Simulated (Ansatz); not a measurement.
Ansatz input

```yaml
crystal:
  lattice:
    - [2.7273824242, 0.0, 0.0]
    - [0.0, 2.7273824242, 0.0]
    - [0.0, 0.0, 2.7273824242]
  atoms:
    - { symbol: Ga, position: [0.0, 0.0, 0.0] }
hamiltonian:
  xc: pbesol
  pseudopotentials:
    kind: paw
    azcp:
      Ga: "pseudopotentials/Ga.paw.azcp"
basis:
  ecutwfc: 420
  fft_grid_basis: typed
kpoints:
  mp_grid: { grid: [13, 13, 13], shift: [0, 0, 0] }
magnetization:
  spin_polarized: false
scf:
  occupations: { method: fermi_dirac, width: 0.1 }
  lower_state_search: "off"
output:
  stress: true
```

and its output:

```
Warning: the record states the generating functional pbe (its physics header spells it `PBE`), which answers neither for hamiltonian.xc's functional nor for the pbesol family's — results may be inconsistent (PPs are generated against a specific XC)
Engine: ansatz 0.2.0, aarch64-unknown-linux-gnu
Pseudopotentials: kind: paw
Pseudopotential: Ga, paw, valence charge 13, recommended cutoff 420 eV (normal) 
Functional definition: PBEsol
  exchange = pbesol_x
  correlation = pbesol_c
Crystal: 1 atoms, lattice volume = 20.288 Å³
Basis set: ecut = 420 eV, 389 PW (Γ)
Bands: 11, of which v1, the nominal top of the filled ones, is band 7 counted from 1 (6 counted from 0)
Symmetry: 48 space group operations
Space group: Pm-3m (ITA 221), of the structure as read, at distance tolerance 2.7e-5 Å
k-points: 84 of 2197
Non-local potential: Ga, projectors of the file, l = 0: 2, l = 1: 2, l = 2: 3, l = 3: 1
PAW form: soft (Blöchl's): semilocal exchange-correlation on the pseudo side does not see the compensation charge
PAW frozen core: Ga, regenerated for the run's functional, and the local potential with it (the file was generated under x = pbe(κ = 0.804, μ = 0.2195149727645171), c = pbe(β = 0.06672455060314922))
PAW one-centre angular grid: Ga, 590 points (default); XC on 64 Gauss nodes
Initial density: superposition of atomic densities (neutral atoms: chi_scale 0, normalization atom), corrected by the library's trained network
Initial wavefunctions: pseudopotential atomic-orbital guess
Functional: x = pbesol(κ = 0.804, μ = 0.12345679012345678), c = pbesol(β = 0.046)
SCF iter   1: F=—  HF=-3743.101841 eV  |F-HF|=—  |Δ(HF+E_count)|=         —  Δρ=1.48e-3  dr2=1.85e-4  ethr=1.77e-3  ⟨swp⟩=5.1  Hψ=5439  notcnv=0
SCF iter   2: F=—  HF=-3743.101454 eV  |F-HF|=—  |Δ(HF+E_count)|=   3.87e-4  Δρ=6.07e-4  dr2=3.59e-5  ethr=1.43e-6  ⟨swp⟩=2.0  Hψ=2045  notcnv=0
SCF iter   3: F=—  HF=-3743.101463 eV  |F-HF|=—  |Δ(HF+E_count)|=   8.70e-6  Δρ=2.37e-4  dr2=5.03e-6  ethr=2.76e-7  ⟨swp⟩=1.0  Hψ=918  notcnv=0
SCF iter   4: F=—  HF=-3743.101465 eV  |F-HF|=—  |Δ(HF+E_count)|=   2.52e-6  Δρ=1.15e-4  dr2=1.28e-6  ethr=3.87e-8  ⟨swp⟩=2.0  Hψ=1370  notcnv=0
iter 5 did not close the SCF: its close was put off for the readings that it lacked (scf_convergence_deferred on its scf_iter line)
SCF iter   5: F=-3743.101466 eV  HF=-3743.101466 eV  |F-HF|=7.43e-9  |Δ(HF+E_count)|=   1.86e-7  Δρ=2.46e-5  dr2=5.78e-8  ethr=9.86e-9  ⟨swp⟩=1.0  Hψ=911  notcnv=0
SCF iter   6: F=-3743.101466 eV  HF=-3743.101466 eV  |F-HF|=7.78e-11  |Δ(HF+E_count)|=   3.15e-9  Δρ=1.25e-6  dr2=1.47e-10  ethr=4.45e-10  ⟨swp⟩=2.5  Hψ=3124  notcnv=0
SCF 1 converged in 6 iterations: F = -3743.101466 eV  dr2 = 1.47e-10
SCF converged after 6 iterations
Free energy (F): -3743.101466 eV
Harris-Foulkes:  -3743.101466 eV  (|F-HF|=7.78e-11)
Internal energy: -3743.082146 eV  (E = F + TS)
E sigma→0 (E₀):  -3743.091806 eV
Entropy (-TS):   -0.019319 eV (-19.319 meV/atom)
Fermi energy:    8.385344 eV
--- Per-component energies (eV) ---
  E_band       = -50.931178
  E_kinetic    = 114.585537
  E_local      = -1877.197577  (includes V_loc(G=0)·N_el)
  E_nonlocal   = 423.171604
  E_hartree    = 876.011133
  E_xc         = -68.613789
  E_vxc        = -58.029693  (∫ρ·V_xc dr)
  E_paw        = -1946.095344  (= ΣΔE_a)
  E_vpaw       = -405.483643  (= ΣTr[D̂ρ^β])
  E_aug_tail   = -0.000124  (compensation charges beyond the density's cutoff)
  E_ewald      = -1265.806564
  E_core_change = 0.862978  (= ΣΔE_core)
  E_smearing   = -0.019319  (= −TS)
  E_closure    = -0.000000  (closes the sum)
  Σ components = -3743.101466   (vs F -3743.101466, Δ=0.00e0)
--- Stress (GPa, compression-positive) ---
       -3.556120      -0.000000       0.000000
       -0.000000      -3.556120       0.000000
        0.000000       0.000000      -3.556120
  P = ⅓ Tr σ = -3.5561 GPa (-35.561 kbar)
```
